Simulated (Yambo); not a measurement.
# Optical response of WS$_{2}$ monolayer at -3 % biaxial strain

```xyz
3
Lattice="3.0512 0.0000 0.0000 -1.5256 2.6425 0.0000 0.0000 0.0000 16.1000" Properties=species:S:1:pos:R:3 pbc="T T T"
S      0.0000     0.0000    -1.6026
S      0.0000     0.0000     1.6026
W      1.5256     0.8808     0.0000
```

Yambo, RPA with local fields on PBEsol bands; 24×24×1 mesh, 38 bands, 2 Ry local-field block, 0.2 eV broadening; field along x.

| E (eV) | Im α (Å) | Re α (Å) | Im α, independent particles |
|---|---|---|---|
| 0.0 | 0.00 | 6.13 | 0.00 |
| 0.6 | 0.10 | 6.28 | 0.11 |
| 1.2 | 0.26 | 6.80 | 0.27 |
| 1.9 | 0.66 | 8.05 | 0.71 |
| 2.5 | 3.39 | 11.0 | 3.86 |
| 3.1 | 10.2 | 5.41 | 10.2 |
| 3.8 | 7.02 | 3.19 | 6.51 |
| 4.4 | 8.58 | 2.89 | 8.74 |
| 5.0 | 6.66 | -0.87 | 6.92 |
| 5.6 | 5.06 | -0.76 | 5.58 |
| 6.2 | 4.35 | -0.22 | 4.76 |
| 6.9 | 4.24 | -0.85 | 4.58 |
| 7.5 | 3.68 | -1.94 | 3.82 |
| 8.1 | 2.67 | -1.27 | 2.82 |
| 8.8 | 2.60 | -1.20 | 2.76 |
| 9.4 | 1.97 | -1.08 | 2.16 |
| 10.0 | 1.95 | -0.61 | 2.23 |
| 10.6 | 2.06 | -1.00 | 2.54 |
| 11.2 | 2.11 | -0.96 | 2.51 |
| 11.9 | 1.99 | -1.54 | 2.06 |
| 12.5 | 1.36 | -1.43 | 1.46 |
| 13.1 | 1.15 | -1.31 | 1.25 |
| 13.8 | 1.14 | -1.02 | 1.30 |
| 14.4 | 1.03 | -1.26 | 1.03 |
| 15.0 | 0.73 | -1.16 | 0.75 |
| 15.6 | 0.66 | -0.99 | 0.67 |
| 16.2 | 0.65 | -0.91 | 0.67 |
| 16.9 | 0.65 | -0.96 | 0.58 |
| 17.5 | 0.46 | -0.91 | 0.40 |
| 18.1 | 0.42 | -0.76 | 0.36 |
| 18.8 | 0.49 | -0.71 | 0.32 |
| 19.4 | 0.44 | -0.77 | 0.24 |
| 20.0 | 0.36 | -0.77 | 0.19 |

α is the in-plane polarisability per area of the layer, a length; absorbance is 4πω Im α/c. Peak heights and small wiggles depend on the k mesh. Convergence of the RPA response with its 24×24×1 mesh was not tested. No excitonic effects at this level.

Spin-orbit coupling is left out, which matters for elements this heavy: edges can move by tenths of an eV.

Geometry strained from the cell relaxed with PBEsol, atoms relaxed again.
